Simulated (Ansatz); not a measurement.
Here is the system:

GaNi3N:
```
CELL_PARAMETERS angstrom
      3.78434     0.00000     0.00000
      0.00000     3.78434     0.00000
      0.00000     0.00000     3.78434
ATOMIC_POSITIONS crystal
  Ga 0.00000 0.00000 0.00000
  N  0.50000 0.50000 0.50000
  Ni 0.00000 0.50000 0.50000
  Ni 0.50000 0.50000 0.00000
  Ni 0.50000 0.00000 0.50000
```

This is the PBE-relaxed structure.

**Question.** All from the program Ansatz at the PBE level (PAW), unless another level is named. Estimate the electronic character.

**Answer.** metallic (no gap).

**Question.** Predict the density of states at the Fermi level.

**Answer.** 0.39 states/eV per atom (mean over ±0.08 eV).

**Question.** Give the formation energy from the elements (no fitted shifts).

**Answer.** -0.12 eV/atom.

**Question.** Next, the gap with spin–orbit coupling?

**Answer.** none (metallic).

Space group Pm-3m (anti-perovskite). A made-up cell: these elements were put on the sites of a structure type; neither database checked (COD, Materials Project) lists it. Whether it is the stable phase at ambient conditions was not checked. The PBE relaxation kept the symmetry of its start; its stability against distortions is not shown here. The workflow began spin-polarised and lost its moments. The references are the lowest solids computed at this level, not always the standard phases (solids in place of the gases). Scalar-relativistic: spin–orbit coupling is off unless named, which matters more the heavier the elements.

Potentials: the later of the program's two PAW sets.
